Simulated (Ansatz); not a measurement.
# WC: computed property card

WC:
```xyz
6
Lattice="4.1851 0.0000 0.0000 0.0000 4.1851 0.0000 0.0000 0.0000 4.1851" Properties=species:S:1:pos:R:3 pbc="T T T"
W      0.0000     2.0926     2.0926
W      2.0926     0.0000     2.0926
W      2.0926     2.0926     0.0000
C      2.0926     0.0000     0.0000
C      0.0000     2.0926     0.0000
C      0.0000     0.0000     2.0926
```

Space group Pm-3m (No. 221); conventional cell a = 4.1851 Å, b = 4.1851 Å, c = 4.1851 Å, α = 90.00°, β = 90.00°, γ = 90.00°.

Method: DFT-PBEsol in the program Ansatz with PAW potentials. Structure relaxed to zero pressure with the same functional. Other levels are named where they apply.

**Cell and energy**

```
Item                                                         Result
-----------------------------------------------------  ------------
Volume per atom                                            12.22 Å³
Density                                                 13.31 g/cm³
Formation energy from the elements (no fitted shifts)  0.66 eV/atom
```

**Electronic structure**

```
Quantity                                                                    Result
------------------------------------  --------------------------------------------
Electronic character                                             metallic (no gap)
Density of states at the Fermi level  0.67 states/eV per atom (mean over ±0.08 eV)
Gap with spin–orbit coupling                                       none (metallic)
```

**Mechanics**

```
Property                                                                       Value
--------------------------------------------  --------------------------------------
Bulk modulus (Birch–Murnaghan fit)                                           309 GPa
Pressure derivative B′                                                           4.1
Elastic constants (relaxed ions, GPa)               C11 = 636, C12 = 149, C44 = 85.7
Mechanical stability                          stable (all eigenvalues of C positive)
Hill bulk and shear moduli                                           311 and 132 GPa
Young's modulus                                                              348 GPa
Poisson's ratio                                                                 0.31
Debye temperature from the elastic constants                                   456 K
```

**Phonons**

```
Property                                       Result
-----------------------------  ----------------------
Highest zone-centre frequency                614 cm⁻¹
Zone-centre stability          no imaginary mode at Γ
```

The start of the workflow was typed in or built on a structure type; neither database checked (COD, Materials Project) lists it. It is not the phase usual at ambient conditions (space group No. 187). The cell was relaxed with PBEsol under the symmetry of its start. No spin polarisation was allowed. Its formation energy is positive at this level, so the cell may be metastable or incomplete. As this level gives no gap, shear constants depend on the k-mesh and smearing (Fermi–Dirac, 0.1 eV here). As this level gives no gap, phonon frequencies hold no LO–TO term and depend on the k-mesh and smearing (Fermi–Dirac, 0.1 eV here). The references are the lowest solids computed at this level, not always the standard phases. Spin–orbit coupling is left out wherever it is not named.

Potentials: the earlier of the program's two PAW sets. The files were generated under PBE; for other functionals the program regenerates the frozen cores, and for LDA and PBEsol the local potential too.
